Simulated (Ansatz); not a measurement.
# Kick test of a cell of Zr2H3

The cell was found from a structure generator's guess, not taken from experiment.

Level of theory: Ansatz, DFT PBE, scalar-relativistic, plane waves, PAW. Plane waves to 420 eV, a k mesh through Γ of 12×12×12 on the computed 10-atom cell and Gaussian smearing (0.10 eV); no spin polarisation.

The cell below (10 atoms, space group R3m (No. 160)) is relaxed within its symmetry.

```
Zr H
1.0
     1.66003    0.95842   11.42319
    -1.66003    0.95842   11.42319
     0.00000   -1.91684   11.42319
Zr H
4 6
Direct
  0.36980 0.36980 0.36980
  0.54269 0.54269 0.54269
  0.12372 0.12372 0.12372
  0.96201 0.96201 0.96201
  0.43271 0.43271 0.43271
  0.89771 0.89771 0.89771
  0.80926 0.80926 0.80926
  0.18552 0.18552 0.18552
  0.06199 0.06199 0.06199
  0.60337 0.60337 0.60337
```

For the test it was strained at random (σ = 1.5 % a component), the atoms were moved at random (σ = 0.15 Å), and all was relaxed again on a coarse 8×8×8 mesh (in the run’s order of axes) with 0.20 eV smearing, with no symmetry imposed.

Q: Is the structure stable against such a distortion?

A: It returns, within 1 meV/atom of the unmoved cell on that mesh and with the same symmetry when read at 0.1 Å. So it is stable against the distortions that fit this cell and that this random move excites. Modes that don't fit the cell aren't tested.
